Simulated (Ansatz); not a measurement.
Relaxed Al (fcc, Cu type):

```yaml
crystal:
  lattice:
    - [3.99199, 0.00000, 0.00000]
    - [0.00000, 3.99199, 0.00000]
    - [0.00000, 0.00000, 3.99199]
  atoms:
    - { symbol: Al, position: [0.00000, 0.00000, 0.00000] }
    - { symbol: Al, position: [0.50000, 0.50000, 0.00000] }
    - { symbol: Al, position: [0.50000, 0.00000, 0.50000] }
    - { symbol: Al, position: [0.00000, 0.50000, 0.50000] }
```

In each cell atom 3 (Al, nearest neighbour Al at 2.823 Å; its periodic images, 4.0 Å or more away, move with it) moves by s·(-0.707, -0.707, 0.000) (towards the nearest neighbour), the rest being held.

Calculation: r2SCAN (plane waves to 500 eV, PAW, scalar-relativistic; Ansatz, a quantum-chemistry and plane-wave program). k mesh 9×9×9 (Γ-centred), Fermi-Dirac smearing 0.05 eV. E stands for the smeared free energy. With partly filled bands, energies and forces of such displacements shift with the k mesh and the smearing. On this mesh the relaxed cell isn't quite at rest: it carries a pressure of 0.3 GPa (compression positive) at the zero of the scan. Al was relaxed with its symmetry unable to fall. The zero of ΔE is the undisplaced structure.

Successive frames, forces in eV/Å:

```json
[
 {"frame": "s = -0.280 Å", "ΔE (meV/cell)": "225", "F on Al1": "(0.584, -0.121, 0.000)", "F on Al2": "(-0.121, 0.584, 0.000)", "F on Al3": "(-1.193, -1.193, 0.000)", "F on Al4": "(0.729, 0.729, 0.000)"},
 {"frame": "s = -0.224 Å", "ΔE (meV/cell)": "142", "F on Al1": "(0.471, -0.093, 0.000)", "F on Al2": "(-0.093, 0.471, 0.000)", "F on Al3": "(-0.922, -0.922, 0.000)", "F on Al4": "(0.545, 0.545, 0.000)"},
 {"frame": "s = -0.168 Å", "ΔE (meV/cell)": "79", "F on Al1": "(0.355, -0.068, 0.000)", "F on Al2": "(-0.068, 0.355, 0.000)", "F on Al3": "(-0.674, -0.674, 0.000)", "F on Al4": "(0.386, 0.386, 0.000)"},
 {"frame": "s = -0.112 Å", "ΔE (meV/cell)": "35", "F on Al1": "(0.238, -0.044, 0.000)", "F on Al2": "(-0.044, 0.238, 0.000)", "F on Al3": "(-0.441, -0.441, 0.000)", "F on Al4": "(0.247, 0.247, 0.000)"}
]
```

Problem. What are the energy and the forces in the next frame, s = -0.056 Å?

Solution. ΔE (meV/cell) = 9.

```
atom      Fx      Fy     Fz
----  ------  ------  -----
Al1    0.119  -0.022  0.000
Al2   -0.022   0.119  0.000
Al3   -0.218  -0.218  0.000
Al4    0.120   0.120  0.000
```

(A displaced cell: forces are minus the slopes of the energy, force constants its curvatures, and phonons follow from these.)
